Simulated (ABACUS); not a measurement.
A self-consistent single point of CdS (P1, 8 atoms in the cell; from Materials Project mp-672, changed as shown).

```yaml
crystal:
  lattice:
    - [4.16884, 0.00000, 0.00000]
    - [0.00000, 7.22064, 0.00000]
    - [0.00000, 0.00000, 6.77962]
  atoms:
    - { symbol: Cd, position: [0.47739, 0.17026, 0.50002] }
    - { symbol: Cd, position: [0.99964, 0.33185, 0.99583] }
    - { symbol: Cd, position: [0.00208, 0.67006, 0.49811] }
    - { symbol: Cd, position: [0.49731, 0.83921, 0.00004] }
    - { symbol: S, position: [0.50597, 0.16203, 0.87795] }
    - { symbol: S, position: [0.99709, 0.33084, 0.38264] }
    - { symbol: S, position: [0.01174, 0.66499, 0.88105] }
    - { symbol: S, position: [0.50878, 0.83078, 0.37235] }
```

Method: ABACUS with LDA (PW92), numerical atomic orbitals DZP (confined pseudo-atomic orbitals with Gaussian additions; energy shift 0.01 Ry), PseudoDojo 0.4 standard norm-conserving LDA (tails mended) pseudopotentials.

ABACUS settings:

```
setting                                                               value
---------------  ----------------------------------------------------------
basis                   DZP numerical atomic orbitals, energy shift 0.01 Ry
KPT                                                       Gamma 4 3 3 0 0 0
basis_type                                                             lcao
dft_functional                                                        PWLDA
ecutwfc                                                              100 Ry
smearing_method                                                          fd
smearing_sigma                                                0.00367493 Ry
potentials       PseudoDojo 0.4 standard norm-conserving LDA (tails mended)
symmetry                                                                  1
ks_solver                                                           genelpa
scf_nmax                                                                100
scf_thr                                                             1.0e-06
mixing_type                                                         broyden
mixing_beta                                                             0.4
```

Results:

* **Number of valence electrons**: 104
* **Number of bands**: 63
* **Number of k-points after the program's reduction**: 19
* **Size of the basis**: 156
* **Number of SCF iterations**: 9
* **Free energy E − TS**: -20285.2873 eV
* **Pressure**: -3.61 GPa
* **Largest force (vector length)**: 0.641 eV/Å

Forces (eV/Å):
| atom | Fx | Fy | Fz |
|---|---|---|---|
| Cd1 | 0.527 | -0.361 | 0.052 |
| Cd2 | 0.142 | 0.027 | 0.258 |
| Cd3 | 0.164 | -0.152 | 0.166 |
| Cd4 | 0.267 | -0.444 | -0.023 |
| S5 | -0.150 | 0.350 | -0.137 |
| S6 | -0.451 | 0.244 | -0.348 |
| S7 | -0.301 | 0.079 | -0.223 |
| S8 | -0.197 | 0.256 | 0.255 |

Stress (GPa, positive for compression):
```
-3.23  -0.12   0.58
-0.12  -3.43  -0.50
 0.58  -0.50  -4.18
```

For comparison: a first run was changed to give this one (atoms moved at random), and from it to this one the free energy rises by 10.2 meV/atom, the pressure goes from -3.78 to -3.61 GPa and the largest force goes from under 0.1 to 0.64 eV/Å.

The atom-centred basis is finite, which shifts total energies, pressures and forces against plane waves. The structure comes from a collection of computed structures, made at another level of theory; the collection holds predicted forms beside known ones.

Cost on one core: about 30 core-seconds (a rough figure).

The atomic orbitals were generated for these runs; they are not ABACUS's published sets and were checked against plane waves on a few crystals only.

“Tails mended”: in these copies of the files the far tail of each local potential was reset to the Coulomb form.
